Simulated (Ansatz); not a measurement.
## Rh: course of a relaxation

Method: DFT r2SCAN, scalar-relativistic, plane waves, PAW in Ansatz. Settings: 500 eV cutoff, 18×18×6 k-mesh, Gaussian smearing of 0.10 eV, no spin polarisation.

What was changed: relaxed at 15 GPa.

Other phases may be more stable at this pressure.

Command:

```bash
ansatz run input.yaml --threads 1 --pin off --max-ram 2560MiB --backend cpu --events-out ev --progress --plain --runs-dir out
```

Input:

```yaml
crystal:
  lattice:
    - [2.6459329583, 0.0, 0.0]
    - [-1.3229664791, 2.2914451586, 0.0]
    - [0.0, 0.0, 8.6370972028]
  atoms:
    - { symbol: Rh, position: [0.0, 0.0, 0.0] }
    - { symbol: Rh, position: [0.3333333333, 0.6666666667, 0.25] }
    - { symbol: Rh, position: [0.0, 0.0, 0.5] }
    - { symbol: Rh, position: [0.6666666667, 0.3333333333, 0.75] }
basis:
  ecutwfc: 500
kpoints:
  mp_grid: { grid: [18, 18, 6] }
hamiltonian:
  xc: r2scan
scf:
  occupations: { method: gaussian, width: 0.1 }
output:
  forces: true
  stress: true
  eigenvalues: true
relax:
  adjacent_minimum: "off"
  f_tol: 0.008
  max_steps: 50
  cell: { stress_tol: 0.08, p_target: 15.0 }
```

F is the free energy. Steps run on the plane waves of an earlier cell, but the last one, and at times one on the way, on a freshly chosen basis, so a repeated geometry can differ a little in energy. The relaxation lowers the enthalpy F + PV at the target pressure, so F itself can rise.

Steps:

```json
{"step": "1", "F − F(1) (eV)": "0.0000", "largest force component (eV/Å)": "0.000", "V (Å³/atom)": "13.092", "P (GPa)": "15.36"}
{"step": "2", "F − F(1) (eV)": "-0.0097", "largest force component (eV/Å)": "0.000", "V (Å³/atom)": "13.118", "P (GPa)": "14.65"}
{"step": "3", "F − F(1) (eV)": "-0.0049", "largest force component (eV/Å)": "0.000", "V (Å³/atom)": "13.105", "P (GPa)": "15.00"}
{"step": "4", "F − F(1) (eV)": "-0.0050", "largest force component (eV/Å)": "0.000", "V (Å³/atom)": "13.105", "P (GPa)": "15.00"}
```

Relaxed structure:

```yaml
crystal:
  lattice:
    - [2.64674, 0.00000, 0.00000]
    - [-1.32337, 2.29215, 0.00000]
    - [0.00000, 0.00000, 8.64044]
  atoms:
    - { symbol: Rh, position: [0.00000, 0.00000, 0.00000] }
    - { symbol: Rh, position: [0.33333, 0.66667, 0.25000] }
    - { symbol: Rh, position: [0.00000, 0.00000, 0.50000] }
    - { symbol: Rh, position: [0.66667, 0.33333, 0.75000] }
```

It takes space group P6_3/mmc (No. 194, hexagonal). Conventional cell: a = 2.647 Å, b = 2.647 Å, c = 8.640 Å, α = 90.00°, β = 90.00°, γ = 120.00°. Rh (site symmetry -3m) is surrounded by 12 Rh at 2.65 Å. Rh (site symmetry -6m2) is surrounded by 12 Rh at 2.65 Å.

The run converged. The run took 3.7 min on 1 thread of AMD EPYC (Zen 3), on a shared host, peak memory 0.68 GiB.